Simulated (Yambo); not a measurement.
Yambo input for BeSe (zinc blende, space group F-43m, No. 216) under isotropic strain of -3 % on all lattice vectors (a = b = c = 3.5188 Å, α = β = γ = 60.00°), on norm-conserving PBEsol (Quantum ESPRESSO, 88 Ry, scalar-relativistic) wavefunctions on a 18×18×18 mesh:

```
optics
chi
dipoles
kernel
FFTGvecs= 40 Ry
Chimod= "HARTREE"
NGsBlkXd= 4 Ry
% QpntsRXd
 1 | 1 |
%
% BndsRnXd
 7 | 27 |
%
GrFnTpXd= "R"
% EnRngeXd
 0.0 | 20.0 | eV
%
% DmRngeXd
 0.2 | 0.2 | eV
%
CGrdSpXd= 50
ETStpsXd= 161
% LongDrXd
 1.0 | 0.0 | 0.0 |
%
```

First lines of the file o-*.eps_q1_inv_rpa_dyson:

```
Absorption @ Q(1):   1.00000000     0.00000000     0.00000000    [q->0 direction]
#
# [ X ] Hartree size     :   51
# [GEN] GF Energies     : Perdew, Burke & Ernzerhof SOL(X)+Perdew, Burke & Ernzerhof SOL(C)
# [GEN] Green`s Function     : Retarded
#
# [GEN] Gauge     : Length
# [GEN] [r,Vnl] included     : yes
#
#    E[1] [eV]     Im(eps)     Re(eps)     Im(eps_o)     Re(eps_o)
#
     0.000000     -0.12351E-14     5.935158     0.18600E-17     6.780047
     0.125000     0.005023     5.936721     0.006303     6.782008
     0.250000     0.010069     5.941418     0.012635     6.787901
     0.375000     0.015160     5.949269     0.019027     6.797752
     0.500000     0.020320     5.960309     0.025508     6.811607
     0.625000     0.025573     5.974589     0.032111     6.829533
     0.750000     0.030944     5.992173     0.038869     6.851613
     0.875000     0.036460     6.013143     0.045816     6.877955
     1.000000     0.042150     6.037598     0.052992     6.908687
     1.125000     0.048045     6.065654     0.060437     6.943963
     1.250000     0.054180     6.097448     0.068196     6.983962
     1.375000     0.060592     6.133140     0.076319     7.028893
     1.500000     0.067323     6.172913     0.084861     7.078998
     1.625000     0.074419     6.216978     0.093884     7.134554
     1.750000     0.081934     6.265576     0.103459     7.195877
     1.875000     0.089927     6.318982     0.113667     7.263333
     2.000000     0.098468     6.377512     0.124598     7.337335
     2.125000     0.107635     6.441525     0.136360     7.418362
     2.250000     0.117522     6.511434     0.149076     7.506959
     2.375000     0.128237     6.587711     0.162894     7.603755
     2.500000     0.139908     6.670903     0.177986     7.709474
     2.625000     0.152689     6.761636     0.194559     7.824954
     2.750000     0.166762     6.860643     0.212862     7.951172
     2.875000     0.182353     6.968773     0.233199     8.089266
     3.000000     0.199734     7.087027     0.255944     8.240577
     3.125000     0.219248     7.216585     0.281563     8.406694
     3.250000     0.241326     7.358853     0.310645     8.589512
     3.375000     0.266518     7.515522     0.343944     8.791315
     3.500000     0.295541     7.688645     0.382445     9.014885
     3.625000     0.329350     7.880743     0.427457     9.263647
     3.750000     0.369241     8.094961     0.480766     9.541880
     3.875000     0.417035     8.335275     0.544874     9.855010
     4.000000     0.475368     8.606809     0.623410     10.21004
```
(The file goes on to the top of the energy range.) Convergence of the RPA response with its 18×18×18 mesh was not tested.

Spin-orbit coupling is not included.

Geometry strained from the cell relaxed with PBEsol, atoms relaxed again.
